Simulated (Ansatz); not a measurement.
A relaxed structure of TaRu. Computed with PBEsol (plane waves to 420 eV, PAW, scalar-relativistic; Ansatz, a program for electronic structure).

```cif
data_RuTa
_chemical_formula_sum 'Ru1 Ta1'
_space_group_name_H-M_alt 'P 1'
_space_group_IT_number 1
_cell_length_a 3.20081
_cell_length_b 3.20081
_cell_length_c 3.02299
_cell_angle_alpha 90.000
_cell_angle_beta 90.000
_cell_angle_gamma 90.000
loop_
_space_group_symop_operation_xyz
  'x, y, z'
loop_
_atom_site_label
_atom_site_type_symbol
_atom_site_fract_x
_atom_site_fract_y
_atom_site_fract_z
_atom_site_occupancy
Ru1 Ru 0.50000 0.50000 0.00000 1
Ta1 Ta 0.00000 0.00000 0.50000 1
```

Determine the symmetry and give the standard cell with its independent sites.

Space group P4/mmm (No. 123); a = 3.2008 Å, b = 3.2008 Å, c = 3.0230 Å, α = 90.00°, β = 90.00°, γ = 90.00°

| atom | site | symmetry | x | y | z |
|---|---|---|---|---|---|
| Ru | 1c | 4/mmm | 0.5000 | 0.5000 | 0.0000 |
| Ta | 1b | 4/mmm | 0.0000 | 0.0000 | 0.5000 |

Give the shortest distances between elements (the closest pairs, up to four, under 3.6 Å).

Ru–Ta 2.72 Å; Ru–Ru 3.02 Å; Ta–Ta 3.02 Å.

```json
{
 "volume_per_atom": "15.49 Å³",
 "band_gap": "no gap (metallic)"
}
```

No spin polarisation in the result.

The run could not lose the symmetry of its start.

The first start was generated by a random draw of sites in a space group. A measured structure of TaRu has the same space group, P4/mmm (No. 123); the sites were not compared with it.
